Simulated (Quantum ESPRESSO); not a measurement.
```
CELL_PARAMETERS angstrom
      5.29368    -3.06214     0.00000
      5.29368     3.06214     0.00000
     -3.55592     0.00000     5.09640
ATOMIC_POSITIONS crystal
  O  0.68468 0.23242 0.17683
  O  0.31532 0.76758 0.82317
  O  0.76758 0.31532 0.82317
  O  0.23242 0.68468 0.17683
  O  0.71914 0.71914 0.29322
  O  0.28086 0.28086 0.70678
  Sr 0.00000 0.00000 0.50000
  Ba 0.24736 0.24736 0.23907
  Ba 0.75264 0.75264 0.76093
  W  0.50000 0.50000 0.00000
```

The geometry is that of Materials Project entry mp-18764, symmetrised and not relaxed again.

What does PBEsol (pw.x of Quantum ESPRESSO, ONCV potentials, without SOC) give for the electronic structure near the Fermi level?

The PBEsol gap is indirect, 2.73 eV, from X to N; the smallest direct gap is 2.86 eV. Spin-orbit coupling is left out, which matters for elements this heavy: edges can move by tenths of an eV.

The structure is a Materials Project entry; no match was found in the copy of COD used, and its stability was not checked.
